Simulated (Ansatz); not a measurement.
## Calculated with Ansatz: LuBi2BrO4, relaxation

The input file (Ansatz 0.2.0, plane waves):

```yaml
crystal:
  lattice:
    - [3.869622, 0.0, 0.0]
    - [0.0, 3.869622, 0.0]
    - [0.0, 0.0, 9.188437]
  atoms:
    - { symbol: Lu, position: [0.0, 0.0, 0.0] }
    - { symbol: Bi, position: [0.5, 0.5, 0.7293] }
    - { symbol: Bi, position: [0.5, 0.5, 0.2707] }
    - { symbol: O, position: [0.5, 0.0, 0.854] }
    - { symbol: O, position: [0.0, 0.5, 0.854] }
    - { symbol: O, position: [0.5, 0.0, 0.146] }
    - { symbol: O, position: [0.0, 0.5, 0.146] }
    - { symbol: Br, position: [0.0, 0.0, 0.5] }
  symmetry: { tolerance: 0.0003 }
kpoints:
  mp_grid: { grid: [7, 7, 3], shift: [0, 0, 0] }
magnetization:
  spin_polarized: false
scf:
  occupations: { method: fermi_dirac }
  lower_state_search: "off"
hamiltonian:
  pseudopotentials: { kind: paw }
  xc: r2scan
basis:
  ecutwfc: 500
  fft_grid_basis: typed
relax:
  max_steps: 60
  cell: { p_target: 20.0 }
  f_tol: 0.03
output:
  forces: true
  stress: true
  eigenvalues: true
  bader: true
  populations: true
  elf: true
  write_potential: true
  volumetric_format: npy
  dos:
    e_range: [-12, 8]
    de: 0.05
    projected: { site_lists: { Bi: [Bi], Br: [Br], Lu: [Lu], O: [O] } }
  write_density: true
checkpoint:
  read: saved_state
```

The command:

```bash
ansatz run input.yaml --threads 2 --pin off --max-ram 3584MiB --backend cpu --events-out ev --progress --plain --runs-dir out
```

Origin of the cell: a database entry, scaled a little.

The smearing width isn't typed, so it takes its default of 0.1 eV.

The saved state is a converged single point of the same cell.

Steps («new basis» is an SCF on plane waves selected anew at the same cell):

```csv
step,ΔH (meV/atom),max force component (eV/Å),P (GPa),volume (Å³),SCF iterations,step was
1,0.0,0.784,-2.23,137.59,7,accepted
2,-191.5,1.080,18.21,119.37,8,accepted
3,-219.0,0.714,21.49,112.91,9,accepted
4,-223.5,0.131,20.05,114.48,7,accepted
5,-224.0,0.036,19.89,114.58,6,accepted
6,-224.0,0.022,19.98,114.48,6,accepted
7,-222.5,0.023,20.01,114.48,8,new basis
```

The starting structure.

Space group P4/mmm (No. 123); the run's cell has a = 3.870 Å, b = 3.870 Å, c = 9.188 Å, α = 90.00°, β = 90.00°, γ = 90.00°. Shortest distances: Bi–O 2.25 Å, Lu–O 2.35 Å, O–O 2.68 Å, Bi–Br 3.45 Å.

After:

Space group P4/mmm (No. 123); the run's cell has a = 3.719 Å, b = 3.719 Å, c = 8.277 Å, α = 90.00°, β = 90.00°, γ = 90.00°. Shortest distances: Bi–O 2.17 Å, Lu–O 2.27 Å, O–O 2.59 Å, Bi–Br 3.15 Å, Br–O 3.40 Å, Bi–Bi 3.47 Å.

```xyz
8
Lattice="3.7189 0.0000 0.0000 0.0000 3.7189 0.0000 0.0000 0.0000 8.2774" Properties=species:S:1:pos:R:3 pbc="T T T"
Lu    0.0000    0.0000    0.0000
Bi    1.8594    1.8594    5.8733
Bi    1.8594    1.8594    2.4042
O     1.8594    0.0000    6.9833
O     0.0000    1.8594    6.9833
O     1.8594    0.0000    1.2942
O     0.0000    1.8594    1.2942
Br    0.0000    0.0000    4.1387
```

| Item | Value |
| --- | --- |
| Enthalpy lowered by | 222.5 meV/atom |
| Volume change | -16.80 % |
| Final pressure | 20.01 GPa |
| Relaxation steps listed | 7 |
| Gap on the mesh | 1.68 eV |

Caveats: no spin-orbit coupling, though heavy elements are present; the relaxation held the start's symmetry, so the end may be a saddle point.

The run took 92 s on 2 threads of AMD EPYC 7R13 Processor (Zen 3), with other jobs on the host, peak memory 0.87 GiB, from a saved density.
